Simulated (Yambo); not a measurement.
A G0W0@LDA run in Yambo for RbCdF$_{3}$ (cubic perovskite, space group Pm-3m, No. 221) (4×4×4 Γ-centred k mesh, bands 5 to 132 and a 7 Ry block in the screening, 132 bands in G with the Bruneval-Gonze terminator, plasmon pole fitted at 27.2 eV) gives these matrix elements, in eV, at the band edges (R → Γ):

```
state               E0    <Vxc>     <Σx>  <Σc(E0)>      Z
---------------  -----  -------  -------  --------  -----
valence edge     0.000  -25.499  -32.347     4.578  0.817
conduction edge  2.919  -12.449   -7.384    -3.247  0.874
```

Task: Solve the linearised quasiparticle equation for both states, give the gap, and say how exchange and correlation each act on it.

Result: E = E0 + Z(Σx + Σc − Vxc). Valence: 0.000 + 0.817 × (-32.347 + (4.578) − (-25.499)) = -1.85 eV. Conduction: 2.919 + 0.874 × (-7.384 + (-3.247) − (-12.449)) = 4.51 eV. The gap is 6.36 eV, against 2.92 eV in LDA. Replacing Vxc by bare exchange alone would open it by 11.91 eV; correlation takes back 7.83 eV of that, and Z scales what is left. Nearest settings tried, and what they do to the gap: 105 bands in W, 105 bands in G: +83 meV; 6 Ry block (171 vectors against 203): +9 meV; 2×2×2 mesh: +15 meV. So the settings aren't converged at that level. Spin-orbit splittings are left out. The cell is held in this high symmetry; tilts and polar distortions were not searched.

Geometry of the Materials Project entry, not relaxed at this level; primitive cell a = b = c = 4.425 Å, α = β = γ = 90.00°.

The structure is a Materials Project entry; no match was found in the copy of COD used, and its stability was not checked.
